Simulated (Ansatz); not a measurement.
# SnPb3Se4: stable or not

It was reached by relaxing an invented guess, and it needn't be the stable form of this composition.

Computed with DFT PBE, scalar-relativistic, plane waves, PAW in Ansatz 0.2.0. Cutoff 420 eV, Γ-centred 6×6×6 mesh (8-atom cell), Gaussian smearing of 0.01 eV, no spin polarisation.

Space group R3m:H (No. 160). a = 8.763 Å, b = 8.763 Å, c = 10.767 Å, α = 90.00°, β = 90.00°, γ = 120.00°
```csv
atom,site,symmetry,x,y,z
Sn,3a,3m,0.3333,0.6667,0.6518
Pb,9b,.m,0.6667,0.8333,0.3304
Se,3a,3m,0.3333,0.6667,0.1692
Se,9b,.m,0.6795,0.8397,0.8415
```

Formation energies are uncorrected and refer to the elements' standard structures at the same level. The references include grey tin.

Task: These tests were run: energy against the elements; phonons at Γ; elastic tensor. What do they show?

Result:

| test | result |
| --- | --- |
| energy against the elements | −0.531 eV/atom |
| phonons at Γ | lowest optical mode 31 cm⁻¹ |
| elastic tensor | least eigenvalue 14 GPa |

It fails none of these tests. Whether a mixture of other phases lies lower isn't tested here. Phonons away from Γ weren't computed.

These runs have no spin–orbit coupling, which can matter for Pb. The reference form of Se is held partly by dispersion forces, which this level lacks. The run for the phonons used a 6×6×6 k mesh. The run for the elastic tensor used a 6×6×6 k mesh.
